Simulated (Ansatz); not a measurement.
CdSe with Ba replacing Cd: gradients before and after relaxing the atoms

Start: a supercell of CdSe (wurtzite type, P6_3mc) built from a COD entry (the entry's cell lengths or inner coordinates differ somewhat from later room-temperature determinations), with all atoms left at the host's positions.

Space group P3m1 (No. 156); a = 8.6000, c = 14.0400 Å, γ = 120.00°.

| site | Wyckoff | site symmetry | x | y | z |
| --- | --- | --- | --- | --- | --- |
| Ba | 1a | 3m. | 0.0000 | 0.0000 | 0.0000 |
| Cd2 | 1a | 3m. | 0.0000 | 0.0000 | 0.5000 |
| Cd3 | 3d | .m. | 0.0000 | 0.5000 | 0.0000 |
| Cd4 | 3d | .m. | 0.0000 | 0.5000 | 0.5000 |
| Cd9 | 3d | .m. | 0.1667 | 0.8333 | 0.2500 |
| Cd10 | 3d | .m. | 0.1667 | 0.8333 | 0.7500 |
| Cd15 | 1c | 3m. | 0.6667 | 0.3333 | 0.2500 |
| Cd16 | 1c | 3m. | 0.6667 | 0.3333 | 0.7500 |
| Se17 | 1a | 3m. | 0.0000 | 0.0000 | 0.1925 |
| Se18 | 1a | 3m. | 0.0000 | 0.0000 | 0.6925 |
| Se19 | 3d | .m. | 0.0000 | 0.5000 | 0.1925 |
| Se20 | 3d | .m. | 0.0000 | 0.5000 | 0.6925 |
| Se25 | 3d | .m. | 0.1667 | 0.8333 | 0.4425 |
| Se26 | 3d | .m. | 0.1667 | 0.8333 | 0.9425 |
| Se31 | 1c | 3m. | 0.6667 | 0.3333 | 0.4425 |
| Se32 | 1c | 3m. | 0.6667 | 0.3333 | 0.9425 |

One atom of each set is listed.

Level of theory: DFT, PBE, plane waves and PAW, scalar-relativistic, 420 eV cutoff, Γ-centred 3×3×2 k-points, Fermi–Dirac smearing 0.01 eV (Ansatz 0.2.0).

The largest force at the start is 3.8 eV/Å. Relaxing the ions at fixed cell moves them by 0.952 Å at most (atom 17, Se) and 0.273 Å rms.

```tsv
site	moved (Å)	first shell before	first shell after	V_zz before (10²¹ V/m²)	η before
Ba	0.643	4 Se at 2.61–2.70 Å	4 Se at 3.01 Å	2.36	0.00
Cd3	0.180	4 Se at 2.61–2.70 Å	4 Se at 2.59–2.69 Å	3.16	0.38
Cd4	0.143	4 Se at 2.61–2.70 Å	4 Se at 2.60–2.62 Å	2.92	0.00
Cd9	0.249	4 Se at 2.61–2.70 Å	4 Se at 2.61–2.66 Å	2.68	0.04
Cd10	0.169	4 Se at 2.61–2.70 Å	4 Se at 2.61–2.63 Å	3.23	0.03
Cd15	0.134	4 Se at 2.61–2.70 Å	4 Se at 2.65 Å	2.82	0.00
Cd16	0.225	4 Se at 2.61–2.70 Å	4 Se at 2.61–2.62 Å	3.22	0.00
Se17	0.952	3 Cd at 2.61 Å, 1 Ba at 2.70 Å	4 Cd at 2.66–3.06 Å, 1 Ba at 3.01 Å	-20.0	0.00
Se18	0.289	4 Cd at 2.61–2.70 Å	4 Cd at 2.61–2.72 Å	-0.97	0.00
Se19	0.160	4 Cd at 2.61–2.70 Å	4 Cd at 2.64–2.69 Å	-1.74	0.25
Se25	0.147	4 Cd at 2.61–2.70 Å	4 Cd at 2.61–2.63 Å	-1.47	0.01
Se26	0.241	3 Cd at 2.61–2.70 Å, 1 Ba at 2.61 Å	3 Cd at 2.59–2.63 Å, 1 Ba at 3.01 Å	-20.3	0.08
Se31	0.189	4 Cd at 2.61–2.70 Å	4 Cd at 2.62–2.65 Å	-1.27	0.00
Se32	0.130	4 Cd at 2.61–2.70 Å	4 Cd at 2.61–2.65 Å	-1.74	0.00
```

Task: What are V_zz and η after the relaxation?

Result: 

```
site  V_zz after  η after  change of V_zz
  Ba      -15.22     0.00          -17.58
 Cd3        5.76     0.33           +2.60
 Cd4        1.90     0.66               –
 Cd9       -4.77     0.68           -7.45
Cd10        3.35     0.31           +0.12
Cd15        1.29     0.00           -1.53
Cd16       -3.04     0.00           -6.26
Se17       -20.7     0.00           -0.67
Se18       -3.02     0.00           -2.05
Se19        2.16     0.28               –
Se25       -4.52     0.02               –
Se26      -17.36     0.01           +2.93
Se31        3.24     0.00           +4.51
Se32       -0.81     0.00           +0.93
```

The largest change of V_zz along a kept axis is on Ba, from 2.36 to -15.22. Where |V_zz| stays above 0.1 and the axes keep their order, η moves most on Cd9, from 0.04 to 0.68. On Cd3 V_xx and V_yy change places (or their axes turn by over 50°), so the two values of η hide a larger change. V_zz changes sign on Cd16 (same axis), Cd9 (axis turned by 31°), Ba (same axis), Se31 (same axis). On Cd4, Se19, Se25 the largest principal value lies along another axis in the second run, so the two V_zz can't be compared directly. The table leaves out 2 of the 16 sites, with |V_zz| up to 3.61; their tensors move by 1.73 at most along any direction. The statements above cover all sites. The host's own positions weren't relaxed first, so part of the change far from the defect can be the host's relaxation.

The defect repeats with the cell of 32 atoms, so it feels its images: sites between two images don't show the values beside a lone defect, and zeros or small values of η there can come from the images' arrangement. Cd and Se carry a gradient in the pure host already, so the values there aren't the defect's effect alone. Without spin–orbit coupling (the program notes it for Ba and Cd) the gradients can shift somewhat, as the gap is small.
Before: With a gap of 0.9 eV on this mesh, small gradients can still move by 0.1 × 10²¹ V/m² or more as the k-mesh gets denser. The cell keeps the host's lattice, where the PBE pressure is 5 GPa. The neighbours have not yet relaxed around the defect (largest force 3.8 eV/Å), so the values at and beside it are those of a strained start, not of the defect in a real crystal.
After: The relaxation keeps the site symmetry 3m of the start, so the impurity can move only along its axis; a start off the site could end lower. With a gap of 0.7 eV on this mesh, small gradients can still move by 0.1 × 10²¹ V/m² or more as the k-mesh gets denser.
